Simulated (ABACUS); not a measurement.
**Small calculations from the output for Bi2Se3 (R-3m, 5 atoms in the cell; from Materials Project mp-541837)**

```yaml
crystal:
  lattice:
    - [2.09569, 1.20994, 9.97623]
    - [-2.09569, 1.20994, 9.97623]
    - [0.00000, -2.41989, 9.97623]
  atoms:
    - { symbol: Bi, position: [0.39844, 0.39844, 0.39844] }
    - { symbol: Bi, position: [0.60156, 0.60156, 0.60156] }
    - { symbol: Se, position: [0.00000, 0.00000, 0.00000] }
    - { symbol: Se, position: [0.21572, 0.21572, 0.21572] }
    - { symbol: Se, position: [0.78428, 0.78428, 0.78428] }
```

Level of theory: ABACUS with PBE, numerical atomic orbitals DZP (confined pseudo-atomic orbitals with Gaussian additions; energy shift 0.01 Ry), PseudoDojo 0.5 standard norm-conserving PBE (tails mended) pseudopotentials.

Main settings: basis = DZP numerical atomic orbitals, energy shift 0.01 Ry; KPT = Gamma 6 6 6 0 0 0; basis_type = lcao; ecutwfc = 100 Ry; smearing_method = gaussian; smearing_sigma = 0.00146997 Ry; potentials = PseudoDojo 0.5 standard norm-conserving PBE (tails mended); symmetry = 1.

Spin-orbit coupling is left out, which matters for bands and gaps with elements this heavy. The atom-centred basis is finite, which shifts total energies, pressures and gaps against plane waves. The structure comes from a collection of computed structures, made at another level of theory; the collection holds predicted forms beside known ones.

The cell was also run at V = 150.260 Å³ (F = -14349.23703 eV, P = -0.54 GPa) and V = 153.296 Å³ (F = -14349.21523 eV, P = -1.75 GPa), scaled uniformly; the base has V = 151.778 Å³, P = -1.16 GPa and F₀ = -14349.22900 eV.

Task: Check the pressure against the energies, and estimate the bulk modulus and the volume of zero pressure.

Result: P = −dF/dV ≈ −(0.02180 eV)/(3.036 Å³) = -0.00718 eV/Å³; times 160.218 GPa per eV/Å³ this is -1.15 GPa, against -1.16 GPa from the stress tensor. B = −V dP/dV ≈ −151.778 × (-1.21 GPa)/(3.036 Å³) = 60 GPa at this volume. The curvature of the energies, B = V (F₊ + F₋ − 2F₀)/(ΔV/2)², gives 61 GPa. To first order the pressure vanishes at V0 ≈ V(1 + P/B) = 148.87 Å³, so all lengths change by about -0.64 %. Shape and fractional positions were held, which usually makes B too large where they are free.

The atomic orbitals were generated for these runs; they are not ABACUS's published sets and were checked against plane waves on a few crystals only.

“Tails mended”: in these copies of the files the far tail of each local potential was reset to the Coulomb form.
